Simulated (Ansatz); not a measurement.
GaSb:
```xyz
6
Lattice="4.3645 0.0000 0.0000 -2.1822 3.7797 0.0000 0.0000 0.0000 9.5133" Properties=species:S:1:pos:R:3 pbc="T T T"
Ga    -1.0909     1.8895     6.3422
Ga     1.0914     1.8903     0.0000
Ga     2.1818     0.0000     3.1711
Sb    -1.0910     1.8897     1.5855
Sb     1.0912     1.8901     4.7566
Sb     2.1820     0.0000     7.9277
```

Relaxed with r²SCAN. Special points in fractions of this cell's reciprocal vectors: Γ (0.000, 0.000, 0.000); M (0.500, 0.000, 0.000); K (0.333, 0.333, 0.000); A (0.000, 0.000, 0.500); L (0.500, 0.000, 0.500); H (0.333, 0.333, 0.500).

Problem. List the band energies nearest the Fermi level at these points for the program Ansatz at the r²SCAN level (PAW).

Solution. In eV from the Fermi level; about four levels below and three above (degenerate sets whole), none deeper than 8.9 eV; points with the same levels are listed once.

```json
[
 {"k": "Γ", "below": "-0.66 -0.66 -0.51 -0.47", "above": "0.26 1.48 1.48"},
 {"k": "M", "below": "-2.51 -1.87 -1.63 -1.57", "above": "0.23 0.65 1.35"},
 {"k": "K", "below": "-2.19 -1.63 -1.63 -0.26", "above": "2.07 2.07 4.59 4.59"},
 {"k": "A", "below": "-0.61 -0.59 -0.59 -0.22", "above": "1.49 1.49 1.57"},
 {"k": "L", "below": "-2.48 -2.35 -1.98 -1.75", "above": "1.31 1.36 2.54"},
 {"k": "H", "below": "-3.67 -3.67 -2.00 -1.36", "above": "2.20 2.20 2.33"}
]
```

Space group P6_422. The start of the workflow was typed in or built on a structure type; neither database checked (COD, Materials Project) lists it. It is not the phase usual at ambient conditions (space group No. 216). The r²SCAN relaxation kept the symmetry of its start; whether a distortion lowers the energy is not shown. A small band overlap can be real or an error of a semilocal functional. Point labels and valley counts follow the cell and symmetry of the run, lower than the named group. The Fermi level of a semimetal is unsure by some 0.05 eV on such meshes. Spin–orbit coupling is left out wherever it is not named.

Potentials: the earlier of the program's two PAW sets.
